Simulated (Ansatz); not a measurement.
ZrGeSe:
```cif
data_Ge2Se2Zr2
_chemical_formula_sum 'Zr2 Ge2 Se2'
_space_group_name_H-M_alt 'P4/nmm :1'
_space_group_IT_number 129
_space_group_name_Hall 'P 4ab 2ab -1ab'
_cell_length_a 3.65712
_cell_length_b 3.65712
_cell_length_c 8.18639
_cell_angle_alpha 90.000
_cell_angle_beta 90.000
_cell_angle_gamma 90.000
loop_
_space_group_symop_operation_xyz
  'x, y, z'
  '-y+1/2, x+1/2, z'
  '-x, -y, z'
  'y+1/2, -x+1/2, z'
  'x+1/2, -y+1/2, -z'
  '-y, -x, -z'
  '-x+1/2, y+1/2, -z'
  'y, x, -z'
  '-x+1/2, -y+1/2, -z'
  'y, -x, -z'
  'x+1/2, y+1/2, -z'
  '-y, x, -z'
  '-x, y, z'
  'y+1/2, x+1/2, z'
  'x, -y, z'
  '-y+1/2, -x+1/2, z'
loop_
_atom_site_label
_atom_site_type_symbol
_atom_site_symmetry_multiplicity
_atom_site_Wyckoff_symbol
_atom_site_fract_x
_atom_site_fract_y
_atom_site_fract_z
_atom_site_occupancy
Zr1 Zr 2 c 0.50000 0.00000 0.26342 1
Ge1 Ge 2 a 0.00000 0.00000 0.00000 1
Se1 Se 2 c 0.00000 0.50000 0.38006 1
```

Relaxed with LDA.

Which orbitals make up the states near the Fermi level in LDA (plane waves, PAW; program Ansatz)?

Within 0.5 eV of the Fermi level: Zr 4d 65 %, Ge 4p 15 %, Se 4p 9 %. Projections are on Löwdin-orthogonalised atomic valence shells; empty p or d shells of many metals are not among them.

Tabulate the density of states.

States/eV per cell of 6 atoms, in 0.25 eV bins, energy from the Fermi level.

```
E (eV)  total  Zr 4d  Se 4p  Ge 4p
------  -----  -----  -----  -----
-7.85    0.58   0.08   0.01   0.15
-7.60    0.47   0.07   0.01   0.13
-7.35    0.42   0.06   0.01   0.12
-7.10    0.36   0.06   0.01   0.10
-6.85    0.33   0.05   0.01   0.10
-6.60    0.93   0.15   0.39   0.16
-6.35    3.75   0.64   2.32   0.31
-6.10    4.98   0.84   3.15   0.38
-5.85    3.29   0.53   1.84   0.47
-5.60    1.75   0.27   0.88   0.35
-5.35    2.65   0.46   1.46   0.41
-5.10    1.57   0.25   0.66   0.41
-4.85    2.27   0.38   1.03   0.54
-4.60    2.84   0.53   1.37   0.57
-4.35    3.14   0.71   1.63   0.46
-4.10    4.08   1.00   2.36   0.42
-3.85    5.33   1.23   3.17   0.64
-3.60    6.50   1.39   3.86   0.93
-3.35    4.69   1.17   2.42   0.88
-3.10    3.80   1.05   1.60   0.97
-2.85    3.24   0.94   1.11   1.03
-2.60    2.41   0.79   0.65   0.82
-2.35    4.35   1.66   0.73   1.74
-2.10    4.92   1.96   0.81   1.93
-1.85    4.27   1.75   0.83   1.51
-1.60    3.22   1.33   0.75   0.99
-1.35    2.42   0.94   0.63   0.71
-1.10    1.27   0.46   0.31   0.41
-0.85    1.17   0.41   0.30   0.36
-0.60    0.95   0.46   0.14   0.27
-0.35    1.29   0.74   0.15   0.30
-0.10    0.68   0.40   0.07   0.13
0.15     1.40   0.96   0.12   0.16
0.40     2.14   1.51   0.17   0.21
0.65     2.33   1.71   0.19   0.16
0.90     3.22   2.29   0.34   0.24
1.15     3.93   2.83   0.33   0.28
1.40     4.66   3.38   0.33   0.33
1.65     4.97   3.38   0.32   0.47
1.90     6.42   4.26   0.44   0.67
2.15     6.79   4.59   0.48   0.63
2.40     7.78   5.21   0.60   0.74
2.65     4.55   3.20   0.41   0.40
2.90     3.77   2.24   0.54   0.48
3.15     3.78   2.20   0.71   0.38
3.40     4.41   2.49   0.88   0.51
3.65     4.01   2.15   0.77   0.59
3.90     4.46   2.22   0.86   0.82
4.15     2.44   1.13   0.47   0.50
```

The workflow started from a Materials Project entry (that database holds measured and hypothetical structures alike); the Crystallography Open Database files this formula in space group No. 129, but the cells were not matched. Whether it is the stable phase at ambient conditions was not checked. The LDA relaxation kept the symmetry of its start; whether a distortion lowers the energy is not shown. No spin polarisation was allowed. Spin–orbit coupling is left out wherever it is not named.

Potentials: the later of the program's two PAW sets.
